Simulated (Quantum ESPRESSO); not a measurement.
# Al5TiZr2: input and log of a self-consistent run

Computed values, not a measurement. The program is pw.x of Quantum ESPRESSO 7.5 (plane-wave density functional theory). The cell is made up: eight metal atoms on a hexagonal close-packed lattice, with elements, volume, strain and displacements drawn at random and not relaxed, so it may be unstable or far from any real phase. PseudoDojo standard norm-conserving files set the functional (PBE unless stated); there is no spin polarisation or spin-orbit coupling, the Fermi-Dirac width of 0.25 eV means electrons at about 2900 K, and the masses in the input are unused placeholders. A spin test at this wide smearing found no moment, but such smearing suppresses magnetism that the real alloy may have.

Input:

```
&control calculation='scf', pseudo_dir='./dojo.nc.sr.pbe.v0_5.standard.upf', outdir='./o', disk_io='medium', tprnfor=.true., tstress=.true. /
&system ibrav=0, nat=8, ntyp=3, nbnd=38, ecutwfc=84.00895049, nosym=.true., tot_charge=0,
 occupations='smearing', smearing='fd', degauss=0.0183746611
/
&electrons conv_thr=1.470e-08, electron_maxstep=70, mixing_beta=0.5 /
ATOMIC_SPECIES
Al 1.0 Al.upf
Ti 1.0 Ti.upf
Zr 1.0 Zr.upf
CELL_PARAMETERS angstrom
3.0313 0.0 0.0
1.5156 -2.6252 -4.8483
1.5156 7.8755 -4.8483
ATOMIC_POSITIONS angstrom
Al 0.1164 -0.0251 0.0222
Al 1.3332 2.509 -4.7852
Al 1.6208 -0.919 -2.2745
Ti 2.9594 1.8733 -7.3519
Zr 3.1212 5.3413 -4.9924
Al 3.1911 0.0545 -4.7766
Al 3.0966 1.7437 -2.3104
Zr 4.6121 4.4553 -7.3343
K_POINTS automatic
10 5 3 1 1 1
```

The log is shortened where brackets say so; the opening notice, blank lines, dates and the lines on written files are dropped, and the path of the files is cut. It prints rydbergs, bohrs and kilobars, and counts compression as positive stress. Its total energy is the free energy E - TS of the whole cell.

```
     Program PWSCF v.7.5
     Parallel version (MPI & OpenMP), running on       1 processor cores
     Number of MPI processes:                 1
     Threads/MPI process:                     1
     [start-up lines left out]
     bravais-lattice index     =            0
     lattice parameter (alat)  =       5.7283  a.u.
     unit-cell volume          =    1041.4376 (a.u.)^3
     number of atoms/cell      =            8
     number of atomic types    =            3
     number of electrons       =        51.00
     number of Kohn-Sham states=           38
     kinetic-energy cutoff     =      84.0090  Ry
     charge density cutoff     =     336.0358  Ry
     scf convergence threshold =      1.5E-08
     mixing beta               =       0.5000
     number of iterations used =            8  plain     mixing
     Exchange-correlation= PBE
                           (   1   4   3   4   0   0   0)
     [axes and pseudopotential details left out]
   Cartesian axes
     site n.     atom                  positions (alat units)
         1        Al     tau(   1) = (   0.0383994  -0.0082803   0.0073236  )
         2        Al     tau(   2) = (   0.4398113   0.8276977  -1.5785966  )
         3        Al     tau(   3) = (   0.5346881  -0.3031703  -0.7503381  )
         4        Ti     tau(   4) = (   0.9762808   0.6179857  -2.4253291  )
         5        Zr     tau(   5) = (   1.0296572   1.7620493  -1.6469502  )
         6        Al     tau(   6) = (   1.0527167   0.0179791  -1.5757596  )
         7        Al     tau(   7) = (   1.0215419   0.5752317  -0.7621812  )
         8        Zr     tau(   8) = (   1.5214924   1.4697654  -2.4195230  )
     number of k points=    75  Fermi-Dirac smearing, width (Ry)=  0.0184
                       cart. coord. in units 2pi/alat
        k(    1) = (   0.0500000   0.0192451  -0.0573133), wk =   0.0266667
        k(    2) = (   0.0500000  -0.1732056   0.0468926), wk =   0.0266667
     [further k points left out]
     Dense  grid:   108391 G-vectors     FFT dimensions: (  36,  64, 108)
     Estimated max dynamical RAM per process >     142.55 MB
     Initial potential from superposition of free atoms
     starting charge      50.9815, renormalised to      51.0000
     Starting wfcs are   50 randomized atomic wfcs
     total cpu time spent up to now is       28.5 secs
     per-process dynamical memory:    95.2 Mb
     Self-consistent Calculation
     iteration #  1     ecut=    84.01 Ry     beta= 0.50
     Davidson diagonalization with overlap
     ethr =  1.00E-02,  avg # of iterations =  2.7
     total cpu time spent up to now is      104.8 secs
     total energy              =    -342.99174874 Ry
     estimated scf accuracy    <       2.22532774 Ry
     iteration #  2     ecut=    84.01 Ry     beta= 0.50
     Davidson diagonalization with overlap
     ethr =  4.36E-03,  avg # of iterations =  6.1
     total cpu time spent up to now is      223.2 secs
     total energy              =    -341.50362769 Ry
     estimated scf accuracy    <      48.04421494 Ry
     iteration #  3     ecut=    84.01 Ry     beta= 0.50
     Davidson diagonalization with overlap
     ethr =  4.36E-03,  avg # of iterations =  5.6
     total cpu time spent up to now is      321.4 secs
     total energy              =    -344.31717620 Ry
     estimated scf accuracy    <       1.36570209 Ry
     iteration #  4     ecut=    84.01 Ry     beta= 0.50
     Davidson diagonalization with overlap
     ethr =  2.68E-03,  avg # of iterations =  2.5
     total cpu time spent up to now is      379.0 secs
     total energy              =    -344.36326430 Ry
     estimated scf accuracy    <       0.59627996 Ry
     iteration #  5     ecut=    84.01 Ry     beta= 0.50
     Davidson diagonalization with overlap
     ethr =  1.17E-03,  avg # of iterations =  3.6
     total cpu time spent up to now is      441.6 secs
     total energy              =    -344.40336872 Ry
     estimated scf accuracy    <       0.09711989 Ry
     [iterations 6 to 10 left out]
     iteration # 11     ecut=    84.01 Ry     beta= 0.50
     Davidson diagonalization with overlap
     ethr =  9.29E-08,  avg # of iterations =  3.1
     total cpu time spent up to now is      883.4 secs
     total energy              =    -344.41630602 Ry
     estimated scf accuracy    <       0.00000723 Ry
     iteration # 12     ecut=    84.01 Ry     beta= 0.50
     Davidson diagonalization with overlap
     ethr =  1.42E-08,  avg # of iterations =  3.7
     total cpu time spent up to now is      946.1 secs
     total energy              =    -344.41630663 Ry
     estimated scf accuracy    <       0.00000427 Ry
     iteration # 13     ecut=    84.01 Ry     beta= 0.50
     Davidson diagonalization with overlap
     ethr =  8.37E-09,  avg # of iterations =  1.5
     total cpu time spent up to now is     1002.4 secs
     total energy              =    -344.41630691 Ry
     estimated scf accuracy    <       0.00000020 Ry
     iteration # 14     ecut=    84.01 Ry     beta= 0.50
     Davidson diagonalization with overlap
     ethr =  3.93E-10,  avg # of iterations =  5.0
     total cpu time spent up to now is     1080.0 secs
     total energy              =    -344.41630699 Ry
     estimated scf accuracy    <       0.00000003 Ry
     iteration # 15     ecut=    84.01 Ry     beta= 0.50
     Davidson diagonalization with overlap
     ethr =  5.56E-11,  avg # of iterations =  2.7
     total cpu time spent up to now is     1148.2 secs
     End of self-consistent calculation
     [lines on levels left out]
!    total energy              =    -344.41630698 Ry
     estimated scf accuracy    <          8.0E-09 Ry
     smearing contrib. (-TS)   =      -0.09838173 Ry
     internal energy E=F+TS    =    -344.31792525 Ry
     The total energy is F=E-TS. E is the sum of the following terms:
     one-electron contribution =    -243.13149265 Ry
     hartree contribution      =     138.27673120 Ry
     xc contribution           =     -68.25170822 Ry
     ewald contribution        =    -171.21145559 Ry
     convergence has been achieved in  15 iterations
     Forces acting on atoms (cartesian axes, Ry/au):
     atom    1 type  1   force =    -0.00493265    0.04159979   -0.02681899
     atom    2 type  1   force =     0.01368013    0.02532417   -0.01411593
     atom    3 type  1   force =     0.00011329    0.05077946   -0.04949156
     atom    4 type  2   force =     0.01131272   -0.05022919    0.03933825
     atom    5 type  3   force =    -0.01021777   -0.03618932    0.06688570
     atom    6 type  1   force =    -0.00793942   -0.01362067   -0.00177723
     atom    7 type  1   force =    -0.00129988    0.00929079    0.00277908
     atom    8 type  3   force =    -0.00071642   -0.02695501   -0.01679931
     Total force =     0.141325     Total SCF correction =     0.000267
     Computing stress (Cartesian axis) and pressure
          total   stress  (Ry/bohr**3)                   (kbar)     P=      -10.55
   0.00000005  -0.00004120   0.00002243            0.01       -6.06        3.30
  -0.00004120  -0.00024913  -0.00005915           -6.06      -36.65       -8.70
   0.00002243  -0.00005915   0.00003400            3.30       -8.70        5.00
     init_run     :     26.00s CPU     28.28s WALL (       1 calls)
     electrons    :   1060.27s CPU   1119.74s WALL (       1 calls)
     forces       :     16.70s CPU     16.86s WALL (       1 calls)
     stress       :     49.44s CPU     49.61s WALL (       1 calls)
     [timing details left out]
     PWSCF        :  19m12.85s CPU  20m16.15s WALL
     JOB DONE.
```

In other units: free energy -4686.023 eV for the cell, pressure -1.05 GPa, largest force component 1.720 eV/Å in size. The run took 1217 s of wall time with one process on a shared machine (AMD EPYC, Zen 5, virtual cores), so the time is rough. A rerun of this cell at a higher cutoff and on a denser mesh moved values by no more than 0.005 eV in energy, 0.07 GPa in stress and 0.004 eV/Å in force, and a second program with other atomic files agreed on that cell to 2 % rms in force and 0.5 GPa in pressure.